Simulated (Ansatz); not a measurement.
With plane-wave PAW r²SCAN+D4 (Ansatz code), Cl in the molecular I2 type structure (Cmce) relaxes to a = 6.375 Å, b = 4.071 Å, c = 8.195 Å.

The Kohn–Sham gap is 2.62 eV (direct). The valence maximum lies at Γ and the conduction minimum at Γ.

The cell was relaxed with r²SCAN+D4 under the symmetry of its start. The substance is a gas or liquid at ambient conditions; this is its low-temperature solid.

Potentials: the later of the program's two PAW sets.
